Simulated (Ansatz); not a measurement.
## LaCuSeO, a database entry at a rescaled volume

```yaml
crystal:
  lattice:
    - [4.05182, 0.00000, 0.00000]
    - [0.00000, 4.05182, 0.00000]
    - [0.00000, 0.00000, 8.76440]
  atoms:
    - { symbol: Cu, position: [0.25000, 0.75000, 0.50000] }
    - { symbol: Cu, position: [0.75000, 0.25000, 0.50000] }
    - { symbol: La, position: [0.25000, 0.25000, 0.13980] }
    - { symbol: La, position: [0.75000, 0.75000, 0.86020] }
    - { symbol: Se, position: [0.25000, 0.25000, 0.66980] }
    - { symbol: Se, position: [0.75000, 0.75000, 0.33020] }
    - { symbol: O, position: [0.25000, 0.75000, 0.00000] }
    - { symbol: O, position: [0.75000, 0.25000, 0.00000] }
```

The numbers come from plane-wave PAW DFT (Ansatz): r2SCAN, collinear spin, 500 eV, 5×5×2 (shifted by 0.5, 0.5, 0.5 steps) k points, fermi-dirac occupations (width 0.1 eV). Nothing was relaxed.

The state carries no moments; the state need not be the lowest.

Question: Describe some of the short contacts.

Answer: La–O at 2.37 Å: least valence density 0.46 e/Å³ and ELF 0.22 there. Cu–Se at 2.51 Å: least valence density 0.36 e/Å³ and ELF 0.22 there. Cu–Cu at 2.87 Å: least valence density 0.16 e/Å³ and ELF 0.16 there. Both are smooth PAW fields, read partly inside the augmentation spheres.

Question: Give the Bader charges.

Answer: Bader charges in e: La +2.03, Cu +0.35, Se -1.04, O -1.34. In the mean La gives up most and O takes most.

Question: Which atom feels the largest force, and which way?

Answer: The largest is on Se5 (and as large on other atoms): 0.20 eV/Å, components (0.00, 0.00, -0.20). It makes 54° with the line to a nearest neighbour, Cu1 at 2.51 Å.

Question: What is the character of the valence top and the conduction bottom?

Answer: Within 0.7 eV of the edges, the states project mainly on Cu d (51 %) and Se p (40 %) below the gap and on La d (33 %) and La f (31 %) above it.

Question: What does the stress say?

Answer: The pressure is 0.8 GPa (compression positive), so with the atoms held at these fractions the cell would first expand.

Question: Is there a gap, and of what kind?

Answer: The gap is 1.88 eV, direct at the points sampled. A semilocal functional usually gives too small a gap.

Question: What is the formation energy?

Answer: -2.22 eV an atom against the elements' usual phases (free molecules for gases, crystals otherwise, with no correction for O₂ or N₂), so it is bound against them; other compounds may still compete. Relaxing would lower it.

Origin: a database entry at a rescaled volume. Caveats: the input typed no starting moments; the mesh misses a band edge that the path finds; f levels without a U or exact exchange are poorly placed.
